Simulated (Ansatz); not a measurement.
This run works on a proposed trial structure, not on a known crystal.

Input and command of a plane-wave DFT calculation in Ansatz:

```yaml
crystal:
  lattice:
    - [2.3344361949, 1.3477873656, 12.6608855004]
    - [-2.3344361949, 1.3477873656, 12.6608855004]
    - [0.0, -2.6955747311, 12.6608855004]
  atoms:
    - { symbol: Bi, position: [0.2836740584, 0.2836740584, 0.2836740584] }
    - { symbol: Bi, position: [0.7163259416, 0.7163259416, 0.7163259416] }
    - { symbol: Te, position: [0.5733416518, 0.5733416518, 0.5733416518] }
    - { symbol: Te, position: [0.4266583482, 0.4266583482, 0.4266583482] }
    - { symbol: Te, position: [0.0, 0.0, 0.0] }
    - { symbol: Te, position: [0.1476642321, 0.1476642321, 0.1476642321] }
    - { symbol: Te, position: [0.8523357679, 0.8523357679, 0.8523357679] }
basis:
  ecutwfc: 500
kpoints:
  mp_grid: { grid: [12, 12, 12] }
hamiltonian:
  xc: r2scan
scf:
  occupations: { method: gaussian, width: 0.1 }
output:
  forces: true
  stress: true
  eigenvalues: true
```

```bash
ansatz run input.yaml --threads 1 --pin off --max-ram 2560MiB --backend cpu --events-out ev --progress --plain --runs-dir out
```

Processor: AMD EPYC 7R43 64-Core Processor (Zen 3), 1 thread, on a host shared with other jobs.

Task: How long does it run, and how much memory does it take?

Result: About 3.8 min, peak memory 2.4 GiB. It solves 66 bands at 189 k points (after reduction by symmetry) with about 6113 plane waves, in 7 SCF iterations.
